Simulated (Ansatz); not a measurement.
Os (bcc (W type), space group No. 229) at seven volumes, PBEsol (plane waves, PAW; program Ansatz), scaled uniformly. One row is withheld.

```
V (Å³/atom)  P (GPa)
-----------  -------
13.063         45.22
13.493         27.51
13.924         12.58
14.354          0.00
14.785        -10.59
15.216             ?
15.646        -26.96
```

Problem. Fit the shown pressures and predict the withheld one.

Solution. Third-order Birch–Murnaghan: P = (3/2)B₀(x^(7/2) − x^(5/2))[1 + (3/4)(B′ − 4)(x − 1)] with x = (V₀/V)^(2/3). Least squares on the six rows gives V₀ = 14.355 Å³/atom, B₀ = 383.6 GPa, B′ = 4.73. At V = 15.216, x = 0.9619 and P = -19.47 GPa. The run itself gave -19.49 GPa.

Space group Im-3m (bcc (W type)). The start of the workflow was typed in or built on a structure type; neither database checked (COD, Materials Project) lists it. It is not the phase usual at ambient conditions (space group No. 194). Symmetry was held in the PBEsol relaxation. At this level the phase is mechanically unstable. No spin polarisation was allowed. Scalar-relativistic: spin–orbit coupling is off unless named, which matters more the heavier the elements.

Potentials: the earlier of the program's two PAW sets. The files were generated under PBE; for other functionals the program regenerates the frozen cores, and for LDA and PBEsol the local potential too.
